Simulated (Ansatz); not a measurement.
Which element?

Cell vectors (Å):

```
4.1474 0.0000 0.0000
0.0000 4.1474 0.0000
0.0000 0.0000 4.1474
```

| atom | a | b | c |
| --- | --- | --- | --- |
| Ba | 0.0000 | 0.0000 | 0.0000 |
| X | 0.5000 | 0.5000 | 0.5000 |
| O | 0.0000 | 0.5000 | 0.5000 |
| O | 0.5000 | 0.0000 | 0.5000 |
| O | 0.5000 | 0.5000 | 0.0000 |

Computed with LDA, all-electron LAPW in Ansatz 0.2.0, scalar-relativistic. k mesh 4×4×4, strains of ±0.008, fixed occupations.

Elastic constants of a crystal by Kohn-Sham DFT: slopes of the stress over finite engineering strains of the given cell, Voigt indices, Cartesian axes as in the cell vectors.

| index | elastic (GPa) |
| --- | --- |
| 11 | 351.9 |
| 12 | 87.4 |
| 44 | 88.1 |

**Question.** All X atoms are one element. Which one was computed?

**Answer.** Zr; the crystal is BaZrO₃ (Pm-3m).
